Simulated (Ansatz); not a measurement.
Ansatz input

```yaml
crystal:
  lattice:
    - [-1.7316272883, 1.7315064625, 1.1832213365]
    - [1.7315064625, -1.7316272883, 1.1832213365]
    - [2.8118728619, 2.8118728619, -1.1834426292]
  atoms:
    - { symbol: Cr, position: [8.0176e-06, 0.9999919824, 1.0], spin: 1.5 }
    - { symbol: Cr, position: [0.7499919824, 0.2500080176, 0.5], spin: 1.5 }
hamiltonian:
  xc: r2scan
  pseudopotentials:
    kind: paw
    azcp:
      Cr: "pseudopotentials/Cr.paw.azcp"
basis:
  ecutwfc: 500
  fft_grid_basis: typed
kpoints:
  mp_grid: { grid: [25, 25, 13], shift: [0, 0, 0] }
magnetization:
  spin_polarized: true
scf:
  occupations: { method: fermi_dirac, width: 0.05 }
```

and its output:

```
Engine: ansatz 0.2.0, x86_64-unknown-linux-gnu
Pseudopotentials: kind: paw
Pseudopotential: Cr, paw, valence charge 14, recommended cutoff 500 eV (meta_gga) 
Functional definition: r2SCAN
  parameter k0 = 0.174
  parameter k1 = 0.065
  parameter a1 = 4.9479
  exchange = r2scan_x(k0 = k0, k1 = k1, a1 = a1)
  correlation = r2scan_c
Crystal: 2 atoms, lattice volume = 23.044 Å³
Basis set: ecut = 500 eV, 591 PW (Γ), exchange–correlation on 80×80×128 points (64 copies of the dense FFT grid, shifted against one another)
Bands: 20, of which v1, the nominal top of the filled ones, is band 14 counted from 1 (13 counted from 0)
Symmetry: 4 space group operations
Space group: C2/c (ITA 15), of the structure as read, at distance tolerance 2.8e-5 Å
Magnetic group: BNS 15.85 (UNI 92), of the structure as read, at distance tolerance 2.8e-5 Å
k-points: 2119 of 8125
Non-local potential: Cr, projectors of the file, l = 0: 3, l = 1: 2, l = 2: 3, l = 3: 1
PAW form: soft (Blöchl's): semilocal exchange-correlation on the pseudo side does not see the compensation charge
PAW frozen core: Cr, regenerated for the run's functional (the file was generated under x = pbe(κ = 0.804, μ = 0.2195149727645171), c = pbe(β = 0.06672455060314922))
PAW one-centre angular grid: Cr, 590 points (default); XC on 160 Gauss nodes
Initial density: superposition of atomic densities (chi_scale 0.1, normalization cell)
Starting moments: Σ|m| = 3 μB on 2 of 2 sites
Initial wavefunctions: pseudopotential atomic-orbital guess
Functional: x = r2scan, c = r2scan; τ floored in thin density (d = 2e-4 eV/Å³)
SCF iter   1: F=—  HF=-6767.471610 eV  |F-HF|=—  |Δ(HF+E_count)|=         —  Δρ=1.57e-1 (↑1.57e-1 ↓7.50e-2)  dr2=9.15e0  dr2_τ=5.09e-2  dr2_m=6.29e-1  M=1.540 μB ∫|m|=1.540 μB  β_m=0.62  ethr=3.10e-3  ⟨swp⟩=3.6  Hψ=298595  notcnv=0
Mixer restart at iter 1: flushing history
SCF iter   2: F=—  HF=-6764.482422 eV  |F-HF|=—  |Δ(HF+E_count)|=    2.99e0  Δρ=7.99e-2 (↑7.99e-2 ↓4.75e-2)  dr2=2.95e0  dr2_τ=3.28e-2  dr2_m=1.26e-1  M=1.378 μB ∫|m|=1.392 μB  β_m=1.00  ethr=3.10e-3  ⟨swp⟩=2.2  Hψ=189438  notcnv=0  defer=2582  κ⁻¹=1.0e0(r=1)
SCF iter   3: F=—  HF=-6764.043928 eV  |F-HF|=—  |Δ(HF+E_count)|=   4.38e-1  Δρ=2.08e-2 (↑2.08e-2 ↓1.92e-2)  dr2=1.44e-1  dr2_τ=5.40e-3  dr2_m=1.58e-2  M=1.006 μB ∫|m|=1.081 μB  β_m=1.00  ethr=3.10e-3  ⟨swp⟩=2.1  Hψ=170690  notcnv=0  defer=2560  κ⁻¹=2.3e-2(r=2)
SCF iter   4: F=—  HF=-6764.722409 eV  |F-HF|=—  |Δ(HF+E_count)|=         —  Δρ=4.95e-2 (↑4.95e-2 ↓4.74e-2)  dr2=6.17e-2  dr2_τ=1.71e-2  dr2_m=4.59e-1  M=-0.002 μB ∫|m|=0.175 μB  β_m=1.00  ethr=5.15e-4  ⟨swp⟩=2.2  Hψ=138153  notcnv=0  defer=2189
...
SCF iter  15: F=-6764.127038 eV  HF=-6764.287179 eV  |F-HF|=1.60e-1  |Δ(HF+E_count)|=   6.38e-2  Δρ=6.61e-2 (↑6.61e-2 ↓2.85e-2)  dr2=4.60e-1  dr2_τ=1.47e-2  dr2_m=3.61e-1  M=0.686 μB ∫|m|=0.777 μB  β_m=0.55  ethr=2.05e-4  ⟨swp⟩=2.0  Hψ=133091  notcnv=0  defer=1973
Mixer restart at iter 15: flushing history
spin-set hold released at iteration 15 (site moments contracting): the magnetisation degrees of freedom join the quasi-Newton model from the next iteration; the mixer history was flushed
WARN: the starting moments were not kept: the SCF closed with an absolute magnetisation of 1.1e-5 μB, where they sum to 3 μB in size (2 sites). That is at most 0.1 of that sum. Measured as dr2_m measures the in/out step, that magnetisation stands 4.4e-11 eV from none, at or under the dr2_threshold of 1.0e-7 eV: it is no larger than a step whose dr2_m would equal this threshold. The system may hold no moment; this SCF shows only that its start led to no more than that. To try another start: raise the starting moments (crystal.atoms[].spin, magnetization.per_species, magnetization.initial_magnetization, or on a non-collinear deck that types none of these the spinor_matrix: blocks that start its atoms; where the total moment is fixed, keep their sum and leave initial_magnetization as it is; typed ones take the place of any that the run laid by itself, positive ones on a crystal's lanthanoids without a Hubbard term where scf.initial_density.shell_occupations: [] is typed) or, if the notice of its spin-set hold's release reads "site moments contracting" or "site moments show no strong build", lengthen the hold (scf.mixing.spin_hold: { on: { confirm: 4 } }; for m-r²SCAN on two components see the key's manual first). Each may lead to a state that holds a moment. A second SCF, from the converged charge density, with the starting moments and any scf.initial_density.shell_occupations laid on it anew, would have followed, and was not run: the deck does not ask for one (magnetization.retry_lost_moments is false, the default). To let it run, set magnetization.retry_lost_moments: true and run the deck again, where that key's refused combinations let it; where memory then withholds it, that run's warning says so.
this state was not tested for a lower state beside it, because the mixer in use, unlike msr1, does not test its closes by its own steps (another_mixer; see scf.mixing.algorithm and scf.lower_state_search)
SCF converged after 16 iterations
Magnetization: -0.0000 μB (14.0000 up, 14.0000 down)
Absolute magnetization: 0.0000 μB (∫|ρ↑−ρ↓|, with the PAW one-centre terms)
Spin contamination: 0.0000 ħ² per cell (⟨S²⟩ above its minimum at these occupations)
Per-site moments (μB) at R_I (Å): [(-2.2739334218820526e-6, 0.9761576051572628), (-2.2739334218314064e-6, 0.9761576051572628)]
Free energy (F): -6764.471936 eV
Harris-Foulkes:  -6764.471936 eV  (|F-HF|=3.68e-10)
Internal energy: -6764.460275 eV  (E = F + TS)
E sigma→0 (E₀):  -6764.466106 eV
Entropy (-TS):   -0.011661 eV (-5.830 meV/atom)
Fermi energy:    19.249814 eV
--- Per-component energies (eV) ---
  E_band       = -321.562683
  E_kinetic    = 688.447088
  E_local      = -2360.509823  (includes V_loc(G=0)·N_el)
  E_nonlocal   = 158.133774
  E_hartree    = 1031.689182
  E_xc         = -276.170465
  E_vxc        = -401.943013  (∫ρ·V_xc dr)
  E_paw        = -2404.980469  (= ΣΔE_a)
  E_vpaw       = -494.453163  (= ΣTr[D̂ρ^β])
  E_aug_tail   = 0.000446  (compensation charges beyond the density's cutoff)
  E_vtau       = 25.383879  (kinetic-family band-sum trace: ∫τ·v_τ [+ j·A + Jᵃ·Aᵃ] dr)
  E_ewald      = -3600.525353
  E_core_change = -0.544655  (= ΣΔE_core)
  E_smearing   = -0.011661  (= −TS)
  E_closure    = 0.000000  (closes the sum)
  Σ components = -6764.471936   (vs F -6764.471936, Δ=0.00e0)
Error: SIGTERM received: cancelled ahead of the end of the searches for a lower state and the checks behind the self-consistent cycle: the result that stood is reported, with what was made of it, and may lie above the state on which the run would have ended. A resume of goes on from the state saved last, or from a result that was left at `state.next`, and makes the searches and checks that nothing else bars: give the resume the same folder of runs
Name the folder of runs with --runs-dir
```

The run was cut off at its time limit.
